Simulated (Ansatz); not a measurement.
## Ta2O5: energy along a strain

Ta2O5, C2, a = 5.924 Å, b = 5.076 Å, c = 5.749 Å, β = 117.4°. The structure is a Materials Project entry; whether it is the stable form wasn't checked. Ansatz: PBEsol, PAW, 420 eV, Γ-centred 8×8×6 mesh on 7 atoms, Gaussian smearing 0.05 eV; no spin polarisation. Cell vectors (Å): 2.962 -2.538 0.017; 2.962 2.538 0.017; -2.679 0.000 5.087. The cell is strained by x per cent times the pattern (1 -1 0 0 0 0) in the order xx yy zz yz xz xy (engineering shears), with fractional coordinates held. y is the free energy over the start, V0 = 10.960 Å³/atom.

| x (%) | y (meV/atom) |
| --- | --- |
| -2.00 | ? |
| -1.50 | 4.74 |
| -1.00 | 2.11 |
| -0.50 | 0.52 |
| 0.00 | 0.00 |
| 0.50 | 0.50 |
| 1.00 | 2.05 |
| 1.50 | 4.63 |
| 1.75 | 6.30 |
| 2.00 | 8.21 |

**Question.** Fit y = c2 x² + c3 x³ to the other rows, get the stiffness along the pattern, and predict the missing energy.

**Answer.** Least squares on the rows shown. y = 2.083 x² − 0.01574 x³. The clamped-ion stiffness p·C·p = 2 × 20.83 eV × 160.2 / 10.960 Å³ = 609 GPa. At x = -2.00 the fit asked for gives 8.46 meV/atom. The run gave 8.43 meV/atom, so the fit is 0.03 meV/atom too high, a small miss on the scale of the series.

Spin–orbit coupling is left out, which can shift energies with elements as heavy as these.